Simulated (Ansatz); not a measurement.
Relax this structure to zero stress and force, keeping its symmetry:

```
Hf Ge Te
1.0
     3.84598    0.00000    0.00000
     0.00000    3.84598    0.00000
     0.00000    0.00000    8.42463
Hf Ge Te
2 2 2
Cartesian
  0.0000 1.9230 2.0823
  1.9230 0.0000 6.3423
  0.0000 0.0000 0.0000
  1.9230 1.9230 0.0000
  0.0000 1.9230 5.2251
  1.9230 0.0000 3.1995
```

Level of theory: Ansatz, DFT PBEsol, scalar-relativistic, plane waves, PAW.

Cutoff 420 eV; k points 10×10×4 on the computed 6-atom cell (Γ-centred); Gaussian smearing, width 0.10 eV; no spin polarisation.

Problem. What does it relax to?

Solution. The volume goes down by 0.04 Å³/atom to 20.73 Å³/atom, and the energy falls by 0.1 meV/atom. Final structure:
```
Hf Ge Te
1.0
     3.83799    0.00000    0.00000
     0.00000    3.83799    0.00000
     0.00000    0.00000    8.44396
Hf Ge Te
2 2 2
Cartesian
  0.0000 1.9190 2.0859
  1.9190 0.0000 6.3580
  0.0000 0.0000 0.0000
  1.9190 1.9190 0.0000
  0.0000 1.9190 5.2408
  1.9190 0.0000 3.2032
```

Course of the relaxation (steps run on the plane waves of an earlier cell, and the basis is chosen afresh near the end, so energy and pressure can step there; trial steps that raised the energy were taken back; energies are free energies):

| step | E − E_final (meV/atom) | largest force component (eV/Å) | P (GPa) | V (Å³/atom) |
| --- | --- | --- | --- | --- |
| 1 | 0.1 | 0.032 | -0.23 | 20.77 |
| 2 | 0.1 | 0.070 | 0.24 | 20.68 |
| 3 | 0.0 | 0.024 | 0.06 | 20.71 |
| 4 | 0.0 | 0.004 | -0.01 | 20.73 |
| 5 | 0.0 | 0.004 | -0.01 | 20.73 |

Spin–orbit coupling is left out, which can shift energies with elements as heavy as these.